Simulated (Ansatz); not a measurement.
Rb3CrF6, first-principles data

Rb₃CrF₆:
```xyz
10
Lattice="0.0000 4.5492 4.5492 4.5492 0.0000 4.5492 4.5492 4.5492 0.0000" Properties=species:S:1:pos:R:3 pbc="T T T"
Rb     2.2746     2.2746     2.2746
Rb     6.8237     6.8237     6.8237
Rb     4.5492     4.5492     4.5492
Cr     0.0000     0.0000     0.0000
F      1.9109     4.5492     4.5492
F      7.1874     4.5492     4.5492
F      4.5492     1.9109     4.5492
F      4.5492     7.1874     4.5492
F      4.5492     4.5492     1.9109
F      4.5492     4.5492     7.1874
```
The run is spin-polarised; directions of the spins, atom by atom: 0 0 0 ↑ 0 0 0 0 0 0.

Space group Fm-3m (No. 225); conventional cell a = b = c = 9.0983 Å, α = β = γ = 90.00°.

Method: HSE06 (plane waves, PAW; program Ansatz). Geometry: relaxed at this level of theory. Other levels are named where they apply.

### Cell and energy

```json
{
  "volume_per_atom": "18.83 Å³",
  "density": "3.73 g/cm³"
}
```

### Electronic structure

```json
{
 "band_gap": "6.00 eV (indirect)",
 "valence_band_maximum": "on the W–X line, 83 % of the way from W",
 "conduction_band_minimum": "at Γ",
 "smallest_direct_gap_on_the_standard_path": "6.03 eV"
}
```

### Magnetism

```json
{
  "magnetic_order": "ferromagnetic",
  "net_moment": "0.30 μB per atom"
}
```

### Charges

```json
{
 "bader_charges": "Rb +0.91 to +0.93, Cr +2.08, F -0.81 e"
}
```

The workflow started from a Materials Project entry (that database holds measured and hypothetical structures alike); the Crystallography Open Database copy checked does not list it. Whether it is the stable phase at ambient conditions was not checked. The HSE06 relaxation kept the symmetry of its start; whether a distortion lowers the energy is not shown. The final state is ferromagnetic, chosen from 3 collinear starts compared on coarse meshes with r²SCAN (ties went to the first, and starts can fall back to one state), not a proven ground state. Other orbital occupations within this spin state were not tried. The hybrid was solved on a coarse mesh, the path and, where they were found, the r²SCAN edge points; its band edges are the extreme levels among these. Scalar-relativistic: spin–orbit coupling is off unless named, which matters more the heavier the elements.

Potentials: the later of the program's two PAW sets.
